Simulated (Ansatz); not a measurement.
The start is a relaxed AlNi3 cell, doubled along one cell vector, shaken by Gaussian noise of σ = 0.08 Å a coordinate. A full variable-cell relaxation at zero pressure is run with PBEsol (plane waves to 420 eV, PAW, scalar-relativistic; Ansatz, an electronic-structure program). First-step values are on the input's coarse k-mesh.

Ansatz input (later rounds restart from its end on a renewed k-mesh):
Ansatz 0.2 input:
```yaml
crystal:
  lattice:
    - [4.0629328649, 0, 0]
    - [-4.0629328648, 7.0372061497, 0]
    - [0, 0, 4.3720535785]
  atoms:
    - { symbol: Ni, position: [0.0025787221, -0.0000223434, 0.5067845643] }
    - { symbol: Ni, position: [-0.0239752172, 0.5147637089, 0.4847441661] }
    - { symbol: Ni, position: [0.3222168594, 0.3444230256, 0.0039646642] }
    - { symbol: Ni, position: [0.3150606931, 0.8324598696, 0.0248368688] }
    - { symbol: Ni, position: [0.6292702093, 0.155052835, -0.0133730759] }
    - { symbol: Ni, position: [0.6556302643, 0.6648149306, -0.0200958172] }
    - { symbol: Al, position: [0.0203714182, 0.0055764225, 0.013458818] }
    - { symbol: Al, position: [0.0034984553, 0.4836751602, 0.0244267938] }
basis: { ecutwfc: 420, ecutrho_ratio: 4, xc_grid: 2, fft_grid_basis: typed }
kpoints: { mp_grid: { grid: [9, 5, 8] } }
hamiltonian:
  xc: pbesol
  dispersion: none
  pseudopotentials: { kind: paw }
scf: { occupations: { method: fermi_dirac, width: 0.05 } }
relax: { f_tol: 0.01, max_steps: 100, cell: { stress_tol: 0.02 } }
output: { forces: true, stress: true }
```

```yaml
energy_released: 1.22 eV/atom
volume_change: -29.8 %, from 15.63 to 10.97 Å³/atom
band_gap_at_the_end: zero (metallic)
optimiser_moves: 24
```

Final values are on a 13×14×7 k-mesh of the relaxed cell. No spin polarisation in the result. A magnetic state may lie lower.

The relaxed structure here is a generated cell of AlNi3: the first start was made by placing the elements on the sites of a structure type, and the end was not matched to a known phase here, so it may be hypothetical. Known forms of AlNi3 include space group No. 221.
